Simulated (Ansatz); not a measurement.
## TiPd: levels along high-symmetry lines

```yaml
crystal:
  lattice:
    - [3.18000, 0.00000, 0.00000]
    - [0.00000, 3.18000, 0.00000]
    - [0.00000, 0.00000, 3.18000]
  atoms:
    - { symbol: Ti, position: [0.50000, 0.50000, 0.50000] }
    - { symbol: Pd, position: [0.00000, 0.00000, 0.00000] }
```

Atoms are numbered in the order listed.

The cell comes from COD entry 1523469, which wasn't checked; take it as a given geometry.

Spin polarisation is left out, and whether a magnetic state lies lower isn't shown here.

All numbers below come from DFT, PBEsol, all-electron LAPW, scalar-relativistic in Ansatz 0.2.0.

Sampling and basis: a Γ-centred 13×13×13 k mesh, Fermi–Dirac smearing of 0.08 eV, basis error target 0.5 meV/atom, no spin polarisation.

Points in fractions of the reciprocal vectors of this cell: Γ (0, 0, 0), X (0, 0.5, 0), M (0.5, 0.5, 0), R (0.5, 0.5, 0.5). The path joins them by straight lines in the order Γ–X–M–Γ–R–X–R–M; legs that retrace an earlier one aren't tabulated. Energies are in eV from the Fermi level.

Task: Is there a gap?

Result: none: bands cross the Fermi level, a metal.

Task: List the levels between -8 and 0 eV at the symmetry points.

Result: 
Γ: -7.33, -5.09 (×2), -2.99 (×3)
X: -4.84, -4.20, -3.49, -3.29 (×2), -2.60, -0.85, -0.56
M: -5.28, -4.98, -3.92 (×2), -1.91, -0.72
R: -4.34 (×3), -1.86 (×2), -1.68 (×3)
